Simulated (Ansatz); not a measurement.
**Calculated Mg-25 NMR of the central transition for LiYMg₁₄O₁₆**

Cell: a computed structure from the Materials Project (it need not be an observed phase), taken as it stands.

Space group P4/mmm (No. 123); a = 8.6309, c = 4.3204 Å.

| site | Wyckoff | site symmetry | x | y | z |
| --- | --- | --- | --- | --- | --- |
| Li | 1c | 4/mmm | 0.5000 | 0.5000 | 0.0000 |
| Y | 1a | 4/mmm | 0.0000 | 0.0000 | 0.0000 |
| Mg3 | 2f | mmm. | 0.5000 | 0.0000 | 0.0000 |
| Mg5 | 4m | m2m. | 0.2648 | 0.0000 | 0.5000 |
| Mg7 | 4o | m2m. | 0.2586 | 0.5000 | 0.5000 |
| Mg13 | 4j | m.2m | 0.2618 | 0.2618 | 0.0000 |
| O17 | 4l | m2m. | 0.0000 | 0.2585 | 0.0000 |
| O18 | 4n | m2m. | 0.5000 | 0.2428 | 0.0000 |
| O21 | 4k | m.2m | 0.2481 | 0.2481 | 0.5000 |
| O25 | 1b | 4/mmm | 0.0000 | 0.0000 | 0.5000 |
| O26 | 2e | mmm. | 0.5000 | 0.0000 | 0.5000 |
| O28 | 1d | 4/mmm | 0.5000 | 0.5000 | 0.5000 |

One atom of each set is listed.

Method: Kohn–Sham DFT in Ansatz, PBE, plane waves and PAW, scalar-relativistic, 420 eV cutoff, Γ-centred 3×3×6 k-points, Fermi–Dirac smearing 0.02 eV.

Mg-25 has I = 5/2 and Q = 199.4 mb (Pyykkö 2018); at 35.2 T its Larmor frequency is ν₀ = 91.8 MHz. Only the quadrupole interaction is simulated: positions count from each site's isotropic chemical shift, and J coupling is left out, as are shift anisotropy and dipolar coupling, which fast spinning averages.

**Question.** Give C_Q, η, the quadrupolar product P_Q = |C_Q|(1 + η²/3)^½, the second-order isotropic shift and the breadth of the pattern (fast magic-angle spinning) for each Mg site.

**Answer.** 

| site | first shell | C_Q (MHz) | η | P_Q (MHz) | δ_QIS (ppm) | breadth (kHz) |
| --- | --- | --- | --- | --- | --- | --- |
| Mg3 | 6 O at 2.08–2.16 Å | 4.22 | 0.73 | 4.57 | -14.9 | 3.13 |
| Mg5 | 6 O at 2.03–2.29 Å | 1.55 | 0.74 | 1.69 | -2.03 | 0.426 |
| Mg7 | 6 O at 2.08–2.23 Å | 2.37 | 0.50 | 2.47 | -4.33 | 0.923 |
| Mg13 | 6 O at 2.06–2.26 Å | -2.71 | 0.15 | 2.72 | -5.26 | 1.08 |

δ_QIS = −(ν_Q²/30ν₀²)[I(I+1) − 3/4](1 + η²/3) × 10⁶ ppm with ν_Q = 3|C_Q|/[2I(2I−1)]; it falls as 1/B₀² in ppm, and the breadth as 1/B₀ in kHz.
